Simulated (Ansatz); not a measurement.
Consider the following.

Se:
```xyz
3
Lattice="4.5058 0.0000 0.0000 -2.2529 3.9021 0.0000 0.0000 0.0000 4.9912" Properties=species:S:1:pos:R:3 pbc="T T T"
Se     0.9782     0.0000     0.8319
Se    -0.4891     0.8471     4.1593
Se     1.7638     3.0550     2.4956
```

This is the r²SCAN-relaxed structure. Tensor components refer to the Cartesian frame of this cell.

Question: All from DFT-r²SCAN in the program Ansatz with PAW potentials, unless another level is named. Estimate the piezoelectric stress constants (proper, relaxed ions, C/m²).

Answer: e11 = -0.36, e12 = e26 = 0.36.

Question: What about the bulk modulus (Birch–Murnaghan fit)?

Answer: 8.7 GPa.

Question: Next, the elastic constants (relaxed ions, GPa)?

Answer: C11 = 12.9, C12 = 5.1, C13 = 13.3, C14 = -4.8, C33 = 80.0, C44 = 13.7.

Space group P3_221. The workflow started from an entry of the Crystallography Open Database (COD), which files this formula under 4 space groups. It is not the phase usual at ambient conditions (space group No. 152). The r²SCAN relaxation kept the symmetry of its start; whether a distortion lowers the energy is not shown. A crystal of weakly bound chains computed without a dispersion correction: the cell and the soft elastic constants depend strongly on that.

Potentials: the later of the program's two PAW sets.
